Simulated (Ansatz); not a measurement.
Theory: DFT, m-r2SCAN, plane waves (500 eV) with PAW, scalar-relativistic (Ansatz 0.2.0). The PAW files were generated under PBE, with cores re-solved for the functional.

An element in the dhcp structure gives this curve. The cell is scaled uniformly from the relaxed one, with fractional coordinates and shape fixed. Energies are extrapolated to zero smearing, pressures are those at the given smearing. Magnetic state: non-magnetic.

```json
{"V (Å³/atom)": "15.318", "E − E₀ (meV/atom)": "109.1", "P (GPa)": "18.42"}
{"V (Å³/atom)": "16.015", "E − E₀ (meV/atom)": "45.4", "P (GPa)": "11.19"}
{"V (Å³/atom)": "16.711", "E − E₀ (meV/atom)": "10.6", "P (GPa)": "5.11"}
{"V (Å³/atom)": "17.407", "E − E₀ (meV/atom)": "0.0", "P (GPa)": "0.03"}
{"V (Å³/atom)": "18.103", "E − E₀ (meV/atom)": "9.6", "P (GPa)": "-4.24"}
{"V (Å³/atom)": "18.800", "E − E₀ (meV/atom)": "36.2", "P (GPa)": "-7.80"}
{"V (Å³/atom)": "19.496", "E − E₀ (meV/atom)": "77.0", "P (GPa)": "-10.77"}
```

(1) Which element is it?
A. titanium
B. vanadium
C. ruthenium
D. rhodium

Answers

(1) A. Its fit is V₀ = 17.40 Å³/atom, B₀ = 116 GPa, B₀′ = 3.4.

m-r²SCAN is r²SCAN on the gauge-invariant kinetic-energy density; without spin polarisation the two are equal.
